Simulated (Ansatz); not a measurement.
Input, command and steps of an Ansatz relaxation.

```yaml
crystal:
  lattice:
    - [1.5998890915, 0.9236963976, 7.4162974919]
    - [-1.5998890915, 0.9236963976, 7.4162974919]
    - [0.0, -1.8473927953, 7.4162974919]
  atoms:
    - { symbol: Be, position: [0.0, 0.0, 0.0] }
    - { symbol: Be, position: [0.2095, 0.2095, 0.2095] }
    - { symbol: Be, position: [0.7905, 0.7905, 0.7905] }
    - { symbol: S, position: [0.4, 0.4, 0.4] }
    - { symbol: S, position: [0.6, 0.6, 0.6] }
basis:
  ecutwfc: 420
kpoints:
  mp_grid: { grid: [6, 6, 6] }
hamiltonian:
  xc: pbe
scf:
  occupations: { method: gaussian, width: 0.1 }
  lower_state_search: "off"
output:
  forces: true
  stress: true
  eigenvalues: true
relax:
  adjacent_minimum: "off"
  f_tol: 0.04
  max_steps: 70
  cell: { stress_tol: 0.4 }
```

```bash
ansatz run input.yaml --threads 1 --pin off --max-ram 2560MiB --backend cpu --events-out ev --progress --plain --runs-dir out
```

Level of theory: DFT PBE, scalar-relativistic, plane waves, PAW (Ansatz).

Of 6 frames 5 are shown, positions in Å and forces in eV/Å; the SCF threshold varies from step to step. Steps run on the plane waves of an earlier cell, with a Pulay correction in the pressure. The basis is chosen afresh for the last frame, the zero of the energies, and at times for earlier ones too; energy and pressure step there, also at an unchanged geometry.

```xyz
5
Lattice="1.5999 0.9237 7.4163 -1.5999 0.9237 7.4163 0.0000 -1.8474 7.4163" Properties=species:S:1:pos:R:3:forces:R:3 pbc="T T T" step=1 free_energy_over_end_meV_per_atom=31.28 pressure_GPa=-4.75
Be    0.0000    0.0000    0.0000    0.0000    0.0000    0.0000
Be    0.0000    0.0000    4.6611    0.0000    0.0000    0.4357
Be    0.0000    0.0000   17.5877    0.0000    0.0000   -0.4357
S     0.0000    0.0000    8.8996    0.0000    0.0000   -0.2179
S     0.0000    0.0000   13.3493    0.0000    0.0000    0.2179
5
Lattice="1.6195 0.9350 7.0550 -1.6195 0.9350 7.0550 0.0000 -1.8700 7.0550" Properties=species:S:1:pos:R:3:forces:R:3 pbc="T T T" step=2 free_energy_over_end_meV_per_atom=3.67 pressure_GPa=-2.58
Be    0.0000    0.0000    0.0000    0.0000    0.0000    0.0000
Be    0.0000    0.0000    4.4704    0.0000    0.0000   -0.0032
Be    0.0000    0.0000   16.6947    0.0000    0.0000    0.0032
S     0.0000    0.0000    8.4326    0.0000    0.0000    0.1050
S     0.0000    0.0000   12.7326    0.0000    0.0000   -0.1050
5
Lattice="1.6039 0.9260 6.9423 -1.6039 0.9260 6.9423 0.0000 -1.8521 6.9423" Properties=species:S:1:pos:R:3:forces:R:3 pbc="T T T" step=3 free_energy_over_end_meV_per_atom=1.41 pressure_GPa=-0.01
Be    0.0000    0.0000    0.0000    0.0000    0.0000    0.0000
Be    0.0000    0.0000    4.3586    0.0000    0.0000    0.2107
Be    0.0000    0.0000   16.4683    0.0000    0.0000   -0.2107
S     0.0000    0.0000    8.3220    0.0000    0.0000    0.0196
S     0.0000    0.0000   12.5049    0.0000    0.0000   -0.0196
5
Lattice="1.5973 0.9222 7.0059 -1.5973 0.9222 7.0059 0.0000 -1.8444 7.0059" Properties=species:S:1:pos:R:3:forces:R:3 pbc="T T T" step=4 free_energy_over_end_meV_per_atom=0.13 pressure_GPa=0.51
Be    0.0000    0.0000    0.0000    0.0000    0.0000    0.0000
Be    0.0000    0.0000    4.4325    0.0000    0.0000   -0.0564
Be    0.0000    0.0000   16.5851    0.0000    0.0000    0.0564
S     0.0000    0.0000    8.3900    0.0000    0.0000   -0.0157
S     0.0000    0.0000   12.6276    0.0000    0.0000    0.0157
5
Lattice="1.6013 0.9245 7.0002 -1.6013 0.9245 7.0002 0.0000 -1.8490 7.0002" Properties=species:S:1:pos:R:3:forces:R:3 pbc="T T T" step=6 free_energy_over_end_meV_per_atom=0.00 pressure_GPa=0.00
Be    0.0000    0.0000    0.0000    0.0000    0.0000    0.0000
Be    0.0000    0.0000    4.4234    0.0000    0.0000   -0.0014
Be    0.0000    0.0000   16.5773    0.0000    0.0000    0.0014
S     0.0000    0.0000    8.3836    0.0000    0.0000   -0.0012
S     0.0000    0.0000   12.6171    0.0000    0.0000    0.0012
```

The start puts this composition into another compound's structure type, which needn't suit it. At the end the space group is R-3m (tolerance 0.05 Å).

It took 9.3 s on 1 thread of Intel(R) Xeon(R) Platinum 8375C CPU @ 2.90GHz (Ice Lake), on a shared host, peak memory 0.4 GiB.

The k mesh is coarse.